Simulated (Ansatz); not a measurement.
## Two inputs for HfO2 with phosphorus replacing Hf

Cell: a supercell of HfO2 (fluorite type, Fm-3m) built from a COD entry, with all atoms left at the host's positions.

```cif
data_Hf7PO16
_symmetry_space_group_name_H-M 'Fm-3m'
_symmetry_Int_Tables_number 225
_cell_length_a 10.2300
_cell_length_b 10.2300
_cell_length_c 10.2300
_cell_angle_alpha 90.000
_cell_angle_beta 90.000
_cell_angle_gamma 90.000
loop_
_atom_site_label
_atom_site_type_symbol
_atom_site_symmetry_multiplicity
_atom_site_Wyckoff_symbol
_atom_site_fract_x
_atom_site_fract_y
_atom_site_fract_z
P P 4 a 0.0000 0.0000 0.0000
Hf2 Hf 24 d 0.2500 0.2500 0.0000
Hf8 Hf 4 b 0.5000 0.5000 0.5000
O9 O 32 f 0.1250 0.1250 0.1250
O12 O 32 f 0.6250 0.3750 0.3750
```

One atom of each set is listed; the run and its k-mesh use a cell of 24 atoms with edges of 7.23, 7.23, 7.23 Å.

Reference run. The numbers come from a DFT calculation in Ansatz (PBE, plane waves and PAW, scalar-relativistic, collinear spin, 420 eV cutoff, Γ-centred 3×3×3 k-points, Fermi–Dirac smearing 0.01 eV). Start moments as typed (μB): 1 on each P, none on the rest.

**Question.** The input is changed as follows: `kpoints.mp_grid.grid`: [3, 3, 3] → [4, 4, 4]; `basis.ecutwfc`: not typed → 25.7 Ry; `hamiltonian.pseudopotentials`: {kind: paw} → {kind: paw, source: jth}. What happens to V_zz (10²¹ V/m²) and η?

**Answer.** 

```tsv
site	V_zz reference	η reference	V_zz changed	η changed
P	0.00	–	0.00	–
Hf2	-3.28	0.20	-3.29	0.18
O9	5.63	0.00	5.41	0.00
O12	0.92	0.00	0.88	0.00
```

The largest change of V_zz is on O9, from 5.63 to 5.41. In per cent, |V_zz| changes by 0 on Hf, -4 on O (all sites that start above 2). Other sites without a gradient aren't listed. The changed run reads another set of PAW files, with 185 valence electrons a neutral cell instead of 283. Its pressure is -9 GPa, against -5 GPa in the reference run. The absolute magnetisation of the cell goes from 0.6 to 0.5 μB. SCF iterations: 14 and 11. New warnings: cutoff below recommended, radial quadrature taken. In the changed run the cutoff of 350 eV lies below the one recommended for these PAW files, yet the gradients stay close to the reference.

On the reference run: The defect repeats with the cell of 24 atoms, so it feels its images: sites between two images don't show the values beside a lone defect, and zeros or small values of η there can come from the images' arrangement. This high-symmetry form of HfO2 is unstable when cold, to shifts of the oxygen columns, towards the tetragonal form. The symmetry of the cell holds that distortion back, wholly or in part, and it would change the field gradients, the more the larger the distortion. The defect cell has no gap above 0.1 eV on its mesh, so the values can hang on the smearing and the k-mesh. Without spin–orbit coupling the gradients at and beside Hf can be off by some per cent, at some sites by more. The cell keeps the host's lattice, where the PBE pressure is -5 GPa. The run lost most of its start moments on P; a state with other moments may lie lower. The neighbours have not yet relaxed around the defect (largest force 0.44 eV/Å), so a real crystal will differ.
